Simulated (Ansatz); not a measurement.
# Comparing deformations in W

The calculation used Ansatz 0.2.0, DFT PBEsol, scalar-relativistic, plane waves, PAW. Settings: plane waves to 420 eV, k-mesh 26×26×26 (Γ-centred), Gaussian smearing 0.15 eV. Spin–orbit coupling is left out, which can shift energies with elements as heavy as these. No spin polarisation. Energies are free energies at this smearing, counted from the undisturbed cell; pressure is positive in compression.

The undisturbed cell (relaxed at this level; with this scan's settings it stands at -0.1 GPa):

```yaml
crystal:
  lattice:
    - [-1.57718, 1.57718, 1.57718]
    - [1.57718, -1.57718, 1.57718]
    - [1.57718, 1.57718, -1.57718]
  atoms:
    - { symbol: W, position: [0.00000, 0.00000, 0.00000] }
```

The cell is strained by ε times a Voigt pattern (xx, yy, zz, yz, xz, xy; engineering shear) with fractional coordinates fixed. τ = (1/V0) dE/dε comes from the stress tensor. Of each scan, only the three points used here are listed.

| pattern | ε | τ (GPa) |
| --- | --- | --- |
| (1, 1, 0, 0, 0, 0) | -0.0150 | -23.92 |
| (1, 1, 0, 0, 0, 0) | 0.0000 | 0.23 |
| (1, 1, 0, 0, 0, 0) | 0.0150 | 21.56 |
| (0, 0, 1, 0, 0, 0) | -0.0150 | -8.47 |
| (0, 0, 1, 0, 0, 0) | 0.0000 | 0.11 |
| (0, 0, 1, 0, 0, 0) | 0.0150 | 7.87 |
| (0, 0, 0, 1, 0, 0) | -0.0025 | -0.38 |
| (0, 0, 0, 1, 0, 0) | 0.0000 | 0.00 |
| (0, 0, 0, 1, 0, 0) | 0.0025 | 0.38 |
| (0, 1, 0, 0, 0, 0) | -0.0250 | -14.71 |
| (0, 1, 0, 0, 0, 0) | 0.0000 | 0.11 |
| (0, 1, 0, 0, 0, 0) | 0.0250 | 12.60 |

Which constants do the scans give, and which deformation costs least for the same size of strain tensor?

The slope dτ/dε at zero (parabola through three points) is pᵀCp: (1, 1, 0, 0, 0, 0) gives 2(C11 + C12) = 1516 GPa; (0, 0, 1, 0, 0, 0) gives C11 = 545 GPa; (0, 0, 0, 1, 0, 0) gives C44 = 152 GPa; (0, 1, 0, 0, 0, 0) gives C11 = 546 GPa. The size of the strain tensor, ε:ε, is ε² times 2.0, 1.0, 0.5, 1.0. Per unit of it the stiffnesses are 758, 545, 305, 546 GPa, so (0, 0, 0, 1, 0, 0) is the softest of these: at ε:ε = (1 %)² the quadratic term costs 1.49 meV/atom against 3.71 for the stiffest.

What else follows for this cubic crystal?

From the unrounded slopes C11 = 546.2 and C12 = 211.8 GPa, so B = (C11 + 2 C12)/3 = 323 GPa and the Poisson ratio for a pull along a cube edge is C12/(C11 + C12) = 0.28.

How anisotropic is this cubic crystal?

Zener's ratio 2 C44/(C11 − C12) = 0.91; it is 1 for an isotropic solid.

In a metal these slopes depend on the k mesh and the smearing.